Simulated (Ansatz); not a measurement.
Given:

Sr3SbN:
Space group Pm-3m (No. 221); a = b = c = 5.0715 Å, α = β = γ = 90.00°

| atom | site | symmetry | x | y | z |
|---|---|---|---|---|---|
| Sr | 3c | 4/mm.m | 0.0000 | 0.5000 | 0.5000 |
| Sb | 1a | m-3m | 0.0000 | 0.0000 | 0.0000 |
| N | 1b | m-3m | 0.5000 | 0.5000 | 0.5000 |

This is the LDA-relaxed structure.

**Question.** All from DFT-LDA in the program Ansatz with PAW potentials, unless another level is named. Predict the Young's modulus.

**Answer.** 105 GPa.

**Question.** Predict the elastic constants (relaxed ions, GPa).

**Answer.** C11 = 122, C12 = 21.8, C44 = 40.4.

The workflow started from a Materials Project entry (that database holds measured and hypothetical structures alike); the Crystallography Open Database copy checked does not list it. Whether it is the stable phase at ambient conditions was not checked. The LDA relaxation kept the symmetry of its start; of distortions, only those at the zone centre were tested. Scalar-relativistic: spin–orbit coupling is off unless named, which matters more the heavier the elements.

Potentials: the later of the program's two PAW sets.
